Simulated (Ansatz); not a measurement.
Starting cell, PtS$_{2}$ (CdI2 type):

```yaml
crystal:
  lattice:
    - [3.55229, 0.00000, 0.00000]
    - [-1.77615, 3.07638, 0.00000]
    - [0.00000, 0.00000, 5.12797]
  atoms:
    - { symbol: Pt, position: [0.00000, 0.00000, 0.00000] }
    - { symbol: S, position: [0.33333, 0.66667, 0.23907] }
    - { symbol: S, position: [0.66667, 0.33333, 0.76093] }
```

Two-dimensional scan of atom 2 (S, nearest neighbour Pt at 2.389 Å; its periodic images, 3.6 Å or more away, move with it): u runs along (1.000, 0.000, 0.000), v along (0.000, 1.000, 0.000) (Cartesian). Cell and other atoms are fixed.

Calculation: r2SCAN+rVV10 (plane waves to 500 eV, PAW, scalar-relativistic; Ansatz, a quantum-chemistry and plane-wave program). k mesh 9×9×5 (Γ-centred), Fermi-Dirac smearing 0.05 eV. Compression counts positive. Points where atoms come too close for the PAW data are left out (x in tables, blank in figures). As the smearing reaches across the gap at some points, energies and forces of such displacements shift with the k mesh and the smearing. PtS2 is run without spin polarisation. PtS2 was relaxed with its symmetry unable to fall. Spin-orbit coupling is left out, though Pt is heavy. The last digit holds for this mesh only.

Changes of P (GPa) from the point u = 0.000 Å, v = 0.000 Å when one coordinate moves alone (two changes are said to add if the coupling is within 5 % of the smaller one, nearly so within 20 %):

| point | change |
|---|---|
| u = 0.000 Å, v = -0.527 Å | 15.70 |
| u = 0.000 Å, v = -0.263 Å | 3.40 |
| u = -0.790 Å, v = 0.000 Å | 25.21 |
| u = -0.527 Å, v = 0.000 Å | 11.42 |
| u = -0.263 Å, v = 0.000 Å | 2.87 |
| u = 0.263 Å, v = 0.000 Å | 2.87 |
| u = 0.527 Å, v = 0.000 Å | 11.42 |
| u = 0.790 Å, v = 0.000 Å | 25.21 |
| u = 0.000 Å, v = 0.263 Å | 2.35 |
| u = 0.000 Å, v = 0.527 Å | 7.32 |
| u = 0.000 Å, v = 0.790 Å | 12.12 |

Q: Do the two effects add at u = 0.263 Å, v = -0.527 Å? Give the computed change.

A: The sum of the single changes is 2.87 + (15.70) = 18.57; the calculation gives 15.29, so the coupling contributes -3.28 (over 20 % of the smaller single change, not additive).

Q: What is the change at u = -0.790 Å, v = -0.263 Å, where both move, and how far is it from the sum?

A: The sum of the single changes is 25.21 + (3.40) = 28.61; the calculation gives 15.21, so the coupling contributes -13.40 (over 20 % of the smaller single change, not additive).

Q: What is the change at u = 0.263 Å, v = -0.263 Å, where both move, and how far is it from the sum?

A: The sum of the single changes is 2.87 + (3.40) = 6.27; the calculation gives 4.69, so the coupling contributes -1.58 (over 20 % of the smaller single change, not additive).

(A displaced cell: forces are minus the slopes of the energy, force constants its curvatures, and phonons follow from these.)
